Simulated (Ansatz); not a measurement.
Clean, relaxed (110) surface of AlRu, space group Pm-3m (No. 221) (top face towards +c; atoms held fixed, by place in the list: 1, 2, 3, 4, 5, 6, 7, 8, 9, 10, 11, 12, 13, 14, 15, 16):

```xyz
32
Lattice="5.9472 0.0000 0.0000 0.0000 8.4106 0.0000 0.0000 0.0000 23.3079" Properties=species:S:1:pos:R:3 pbc="T T T"
Al    0.0000    2.1026    8.5000
Al    0.0000    6.3079    8.5000
Al    2.9736    2.1026    8.5000
Al    2.9736    6.3079    8.5000
Ru    1.4868    4.2053    8.5000
Ru    1.4868    0.0000    8.5000
Ru    4.4604    4.2053    8.5000
Ru    4.4604    0.0000    8.5000
Al    0.0000    4.2053   10.6026
Al    0.0000    0.0000   10.6026
Al    2.9736    4.2053   10.6026
Al    2.9736    0.0000   10.6026
Ru    1.4868    6.3079   10.6026
Ru    1.4868    2.1026   10.6026
Ru    4.4604    6.3079   10.6026
Ru    4.4604    2.1026   10.6026
Al    0.0000    6.3079   12.6958
Al    0.0000    2.1026   12.6958
Al    2.9736    6.3079   12.6958
Al    2.9736    2.1026   12.6958
Ru    1.4868    0.0000   12.6859
Ru    1.4868    4.2053   12.6859
Ru    4.4604    0.0000   12.6859
Ru    4.4604    4.2053   12.6859
Al    0.0000    0.0000   14.7997
Al    0.0000    4.2053   14.7997
Al    2.9736    0.0000   14.7997
Al    2.9736    4.2053   14.7997
Ru    1.4868    2.1026   14.8007
Ru    1.4868    6.3079   14.8007
Ru    4.4604    2.1026   14.8007
Ru    4.4604    6.3079   14.8007
```

Computed with DFT PBE+D3(BJ), scalar-relativistic, plane waves, PAW in Ansatz. Cutoff 420 eV; k points 5×4×1 on the computed 32-atom cell (Γ-centred); Gaussian smearing, width 0.10 eV; no spin polarisation. A dipole correction removes the field between periodic images along c.

Li (atom) is adsorbed on the top face, one adsorbate per 50.0 Å², and relaxed from 2 starting sites (fractions of a and b). The adsorption energy is E(slab + adsorbate) − E(slab) − E(free adsorbate, spin-polarised where open-shell). Heights count from the highest slab atom after relaxation. Δφ is the top face's. Δp counts per cell along +c. Bonded neighbours lie within 1.25 times the sum of covalent radii (1.35 for H) and, on that scale, within 12 % of the closest. With the adsorbate the cell is lengthened along c to keep the vacuum.

```
                            start ends at E_ads (eV) height (Å) shortest contact  Δφ (eV)  Δp (e·Å)
         top (Ru) at (0.75, 0.75) (0.75, 0.75), 1 bonded neighbour (Ru)       -2.48        2.17      Li–Ru 2.35 Å    -1.87    +0.513
hollow (Al-Al-Ru) at (0.75, 0.92) (0.75, 0.82), 1 bonded neighbour (Ru)       -2.49        2.15      Li–Ru 2.39 Å    -1.81    +0.495
```

Among the sites tried, the lowest end comes from the hollow (Al-Al-Ru) at (0.75, 0.92) start; the top (Ru) at (0.75, 0.75) start ended within 0.02 eV of it, though not always at the same place; other sites may lie lower.

Each end is the local minimum or symmetric point that its start leads to. The slab is only 6.3 Å thick, so the energies aren't converged with thickness.

The adsorbed runs have no spin polarisation, so weakly bound open-shell ends lie too high.

Cost: 3 runs of about 2.7 core-hours in all, on Intel Xeon Processor @ 2.50GHz (Skylake/Cascade Lake) (shared hosts).